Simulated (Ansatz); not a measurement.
An Ansatz (a quantum-chemistry and plane-wave program) run. Input:

Ansatz 0.2 input:
```yaml
crystal:
  lattice:
    - [3.2536463706, 0.0, 0.0]
    - [0.0, 3.2536463706, 0.0]
    - [0.0, 0.0, 3.2536463706]
  atoms:
    - { symbol: Zr, position: [0.5, 0.5, 0.5] }
    - { symbol: Cu, position: [0.0, 0.0, 0.0] }
kpoints:
  mp_grid: { grid: [13, 13, 13] }
hamiltonian:
  xc: r2scan
  pseudopotentials: { kind: paw }
scf:
  occupations: { method: fermi_dirac, width: 0.1 }
phonons:
  method: dfpt
  response_accuracy: low
  eigenvectors: true
  rigid_motions: translations
```

Output (shortened):

```
zone centre: on kpoints.mp_grid the ground state, and the responses unless they are solved on pairs of k-points, stand on 196 of the mesh's 2197 k-points, …
Pseudopotentials: kind: paw
Pseudopotential: Zr, paw, valence charge 12
Pseudopotential: Cu, paw, valence charge 19
Functional definition: r2SCAN
Crystal: 2 atoms, lattice volume = 34.444 Å³
Basis set: ecut = 500 eV, 895 PW (Γ), exchange–correlation on 120×120×120 points (125 copies of the dense FFT grid, shifted against one another)
Bands: 20, of which v1, the nominal top of the filled ones, is band 16 counted from 1 (15 counted from 0)
Symmetry: 48 space group operations
k-points: 196 of 2197 (irreducible under 8 space group operations, time reversal used)
PAW frozen core: Zr, regenerated for the run's functional
PAW frozen core: Cu, regenerated for the run's functional
Initial wavefunctions: pseudopotential atomic-orbital guess
Eigensolver: davidson
Functional: x = r2scan, c = r2scan; τ floored in thin density (d = 2e-4 eV/Å³)
SCF iter   1: F=—  HF=-10826.524042 eV  |F-HF|=—  |Δ(HF+E_count)|=         —  Δρ=3.66e-2  dr2=3.57e-1  dr2_τ=6.49e-3  ethr=1.77e-3  ⟨swp⟩=4.0  Hψ=14954  notcnv=0
all-band conjugate gradients solve this SCF's bands
preconditioner: auto → none
SCF iter   2: F=—  HF=-10826.549930 eV  |F-HF|=—  |Δ(HF+E_count)|=   2.59e-2  Δρ=3.10e-2  dr2=1.75e-1  dr2_τ=4.18e-3  ethr=1.15e-3  ⟨swp⟩=2.0  Hψ=7671  notcnv=0
SCF iter   3: F=—  HF=-10826.502347 eV  |F-HF|=—  |Δ(HF+E_count)|=   4.76e-2  Δρ=3.35e-3  dr2=3.66e-3  dr2_τ=3.06e-4  ethr=5.64e-4  ⟨swp⟩=2.0  Hψ=6166  notcnv=0
SCF iter   4: F=—  HF=-10826.501463 eV  |F-HF|=—  |Δ(HF+E_count)|=   8.84e-4  Δρ=1.60e-3  dr2=4.37e-4  dr2_τ=2.06e-5  ethr=1.18e-5  ⟨swp⟩=2.0  Hψ=6431  notcnv=0
SCF iter   5: F=—  HF=-10826.501561 eV  |F-HF|=—  |Δ(HF+E_count)|=   9.81e-5  Δρ=7.27e-4  dr2=9.18e-5  dr2_τ=5.61e-6  ethr=1.41e-6  ⟨swp⟩=2.0  Hψ=5822  notcnv=0
SCF iter   6: F=—  HF=-10826.501603 eV  |F-HF|=—  |Δ(HF+E_count)|=   4.21e-5  Δρ=3.43e-4  dr2=3.34e-5  dr2_τ=4.99e-7  ethr=2.96e-7  ⟨swp⟩=2.0  Hψ=5124  notcnv=0
SCF iter   7: F=—  HF=-10826.501598 eV  |F-HF|=—  |Δ(HF+E_count)|=   4.77e-6  Δρ=3.65e-5  dr2=2.83e-7  dr2_τ=8.24e-9  ethr=1.08e-7  ⟨swp⟩=2.1  Hψ=5010  notcnv=0
SCF iter   8: F=—  HF=-10826.501587 eV  |F-HF|=—  |Δ(HF+E_count)|=   1.18e-5  Δρ=4.42e-6  dr2=5.49e-9  dr2_τ=8.75e-10  ethr=9.13e-10  ⟨swp⟩=2.1  Hψ=5662  notcnv=0
SCF iter  11: F=-10826.501587 eV  HF=-10826.501587 eV  |F-HF|=1.82e-12  |Δ(HF+E_count)|=    0.00e0  Δρ=5.55e-8  dr2=8.78e-13  dr2_τ=5.44e-14  ethr=1.00e-12  ⟨swp⟩=5.0  Hψ=15478  notcnv=0
SCF 1 converged in 11 iterations: F = -10826.501587 eV  dr2 = 8.78e-13
DFPT response loops at Γ: preconditioner auto → Kerker (q_TF=auto, 2.681 Å⁻¹) (partly filled bands, converged f_vac=0.000) …
SCF converged after 11 iterations
Free energy (F): -10826.501587 eV
Harris-Foulkes:  -10826.501587 eV  (|F-HF|=1.82e-12)
Internal energy: -10826.418122 eV  (E = F + TS)
E sigma→0 (E₀):  -10826.459854 eV
Entropy (-TS):   -0.083465 eV (-41.732 meV/atom)
Fermi energy:    15.245932 eV
--- Per-component energies (eV) ---
  E_band       = -511.195150
  E_kinetic    = 631.728432
  E_local      = -5392.057992  (includes V_loc(G=0)·N_el)
  E_nonlocal   = 469.271382
  E_hartree    = 2329.132325
  E_xc         = -239.688891
  E_vxc        = -336.574097  (∫ρ·V_xc dr)
  E_paw        = -4644.491841  (= ΣΔE_a)
  E_vpaw       = -563.644217  (= ΣTr[D̂ρ^β])
  E_aug_tail   = 0.000163  (compensation charges beyond the density's cutoff)
  E_vtau       = 21.816602  (kinetic-family band-sum trace: ∫τ·v_τ [+ j·A + Jᵃ·Aᵃ] dr)
  E_ewald      = -3979.845850
  E_core_change = -0.465850  (= ΣΔE_core)
  E_smearing   = -0.083465  (= −TS)
  E_closure    = 0.000000  (closes the sum)
  Σ components = -10826.501587   (vs F -10826.501587, Δ=0.00e0)
  [band-id]    e_kinetic+e_local+e_nonlocal+2·e_hartree+e_vxc+e_vpaw+e_augmentation_tail+e_vtau = -511.195079   (vs E_band -511.195150, Δ=7.10e-5)
--- Band table (eV; the first three rows and the last of 196) ---
  k-point 0: bands = ["-101.5867", "-57.3909", "-57.3909", "-57.3909", "-35.3347", "-12.4438", "-12.4438", "-12.4438", "7.5903", "10.9027", "10.9027", "12.1152", "12.1152", "12.1152", "15.1661", "15.1661", "19.4814", "19.4814", "19.4814", "22.4401"]
  k-point 1: bands = ["-101.5867", "-57.3911", "-57.3909", "-57.3909", "-35.3321", "-12.4739", "-12.4413", "-12.4413", "7.7056", "10.9370", "10.9483", "12.1107", "12.1107", "12.1227", "15.1431", "15.1890", "19.1247", "19.1247", "19.4748", "22.0504"]
  k-point 2: bands = ["-101.5866", "-57.3915", "-57.3909", "-57.3909", "-35.3251", "-12.5567", "-12.4346", "-12.4346", "8.0418", "11.0352", "11.0712", "12.0989", "12.0989", "12.1436", "15.0759", "15.2106", "18.4125", "18.4125", "19.4564", "21.2323"]
  k-point 195: bands = ["-101.5864", "-57.3932", "-57.3932", "-57.3932", "-35.2092", "-12.8053", "-12.8046", "-12.8046", "11.7190", "11.7607", "11.7607", "12.3810", "12.3810", "12.6276", "12.8937", "12.8937", "18.2953", "20.4722", "20.4722", "22.1903"]
  band table: 20 of 20 bands, residual norms ≤ 1.0e-3 eV
--- Phonons (Γ-DFPT): 2 representative perturbations + reference, on 196 of 2197 k-points (Σ response iterations 12) ---
  k mesh reduced under 8 symmetry operations, with k and −k counted as one. Each operation leaves every solved perturbation unchanged …
  ASR residual: 1.149e-3 → 0.000e0 eV/Å²; symmetrization residual: 2.970e-4 eV/Å²
  ASR residual per site (eV/Å²): 1.15e-3 8.11e-4
  Γ frequencies (cm⁻¹): 0.00 0.00 0.00 156.63 156.63 156.63
  non-analytic LO–TO correction: not included (Born effective charges unavailable; polar crystals: no LO–TO splitting at Γ)
```

Cost: about 90 core-seconds (a rough figure) on shared cores.

Space group Pm-3m (CsCl type). The workflow started from a Materials Project entry (that database holds measured and hypothetical structures alike); the Crystallography Open Database copy checked does not list it. Its standing as an ambient phase is unchecked. The r²SCAN relaxation kept the symmetry of its start; whether a distortion lowers the energy is not shown. No spin polarisation was allowed. As this level gives no gap, phonon frequencies hold no LO–TO term and depend on the k-mesh and smearing (Fermi–Dirac, 0.1 eV here). Scalar-relativistic: spin–orbit coupling is off unless named, which matters more the heavier the elements.

Potentials: the later of the program's two PAW sets.

Ansatz is a plane-wave DFT program.
